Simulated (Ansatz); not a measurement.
A relaxed cell of CdH6 is given with its symmetry left out. The cell was found from a structure generator's guess, not taken from experiment.

Method: Ansatz, DFT PBE, scalar-relativistic, plane waves, PAW. Cutoff 420 eV, Γ-centred mesh, Gaussian smearing, no spin polarisation.

```
CELL_PARAMETERS angstrom
5.83840 0.00000 0.00000
0.09946 5.87013 0.00000
0.27517 0.32483 5.94999
ATOMIC_POSITIONS crystal
Cd 0.00600 0.96916 0.05391
H 0.45489 0.54579 0.90982
H 0.53159 0.46622 0.84516
H 0.01334 0.42087 0.59467
H 0.98420 0.50773 0.50271
H 0.46045 0.03156 0.59293
H 0.54953 0.05866 0.50081
```

The zero of energy is the elements' standard structures at the same level (H₂ as a molecule); no fitted shifts are applied.

(1) What space group does it have?

(2) What is its formation energy per atom?

(3) Is it a metal?

## Answers

(1) P1 (No. 1). Conventional cell: a = 5.838 Å, b = 5.871 Å, c = 5.965 Å, α = 86.8°, β = 87.4°, γ = 89.0°. Cd has 5 H at 3.69–3.74 Å and 14 H at 4.17–4.41 Å (long against the sum of covalent radii); H on its first site has 1 H at 0.75 Å, 2 H at 3.33–3.37 Å, 1 H at 3.65 Å, 1 Cd at 3.69 Å, 3 H at 3.77–3.80 Å and 1 H at 3.85 Å; H on its second site has 1 H at 0.75 Å, 1 H at 3.08 Å, 1 H at 3.14 Å, 2 H at 3.24–3.27 Å, 1 H at 3.46 Å, 1 H at 3.59 Å, 1 H at 3.87 Å, 1 H at 3.94 Å and 4 Cd at 4.17–4.41 Å; H on its third site has 1 H at 0.75 Å, 1 H at 3.14 Å, 1 H at 3.37 Å, 2 H at 3.44–3.46 Å, 1 H at 3.55 Å and 1 Cd at 3.71 Å; 3 more sites not described.

(2) +0.095 eV/atom. The separate elements lie lower, so it is unstable against them.

(3) No, the gap on the 4×4×4 mesh is 3.49 eV.

The last run used a 4×4×4 mesh for its 7-atom cell and Gaussian smearing of 0.02 eV. Weakly bound directions are ill-defined at this level, which has no dispersion term. Kohn–Sham gaps at this level usually fall short of measured ones. Cd atoms have no neighbour within bonding distance, so such a cell has in effect fallen apart. With hydrogen, zero-point motion can shift formation energies by some tens of meV/atom. This cell was reached by moving the atoms of another relaxed cell at random and relaxing again, last within the group found; it had no such test of its own.
